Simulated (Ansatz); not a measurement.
Relaxed BiPt (NiAs type):

```
CELL_PARAMETERS angstrom
      4.37788     0.00000     0.00000
     -2.18894     3.79135     0.00000
      0.00000     0.00000     5.54405
ATOMIC_POSITIONS crystal
  Bi 0.33333 0.66667 0.25000
  Bi 0.66667 0.33333 0.75000
  Pt 0.00000 0.00000 0.50000
  Pt 0.00000 0.00000 0.00000
```

Level of theory: r2SCAN (plane waves to 500 eV, PAW, scalar-relativistic; Ansatz, a program for electronic structure). k mesh 10×10×7 (Γ-centred), Fermi-Dirac smearing 0.05 eV. With partly filled bands, energies and forces of such displacements shift with the k mesh and the smearing. BiPt is run without spin polarisation. BiPt was relaxed with its symmetry unable to fall. Spin-orbit coupling is left out, though Bi and Pt are heavy.

One atom of the cell was then moved (with its periodic images), all else fixed, and the forces (eV/Å) came out as:

```csv
atom,Fx,Fy,Fz
Bi1,0.700,-0.078,0.000
Bi2,-0.091,0.003,0.000
Pt3,-0.305,0.038,0.050
Pt4,-0.305,0.038,-0.050
```

Q: Which atom was moved, and by which vector (Å)?

A: Bi1, by (-0.12, 0.00, 0.00), 0.12 Å in all.

(For displaced atoms, the force is minus the slope of the energy, and its curvature is a force constant, which sets phonon frequencies.)
